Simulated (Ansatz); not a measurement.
Data:

Ca₂CuO₃:
```xyz
6
Lattice="-1.6240 1.8927 6.0480 1.6240 -1.8927 6.0480 1.6240 1.8927 -6.0480" Properties=species:S:1:pos:R:3 pbc="T T T"
Ca     0.0000     1.8927     4.2445
Ca     1.6240     0.0000     1.8035
Cu     0.0000     1.8927     0.0000
O      0.0000     0.0000     0.0000
O      1.6240     0.0000     4.1117
O      0.0000     1.8927     1.9363
```

This is the r²SCAN-relaxed structure.

Problem. All from r²SCAN in the plane-wave PAW code Ansatz, unless another level is named. Estimate the electronic character.

Solution. metallic (no gap).

Problem. Predict the density of states at the Fermi level.

Solution. 0.11 states/eV per atom (mean over ±0.08 eV).

Problem. What about the formation energy from the elements (no fitted shifts)?

Solution. -2.38 eV/atom.

Space group Immm. The workflow started from a Materials Project entry (that database holds measured and hypothetical structures alike); the Crystallography Open Database files this formula in space group No. 71, but the cells were not matched. Its standing as an ambient phase is unchecked. Symmetry was held in the r²SCAN relaxation; whether a distortion lowers the energy is not shown. No spin polarisation was allowed. No Hubbard U is applied. Without spin polarisation and U, an open-shell compound can come out a false metal. The references are the lowest solids computed at this level, not always the standard phases (solids in place of the gases).

Potentials: the later of the program's two PAW sets.
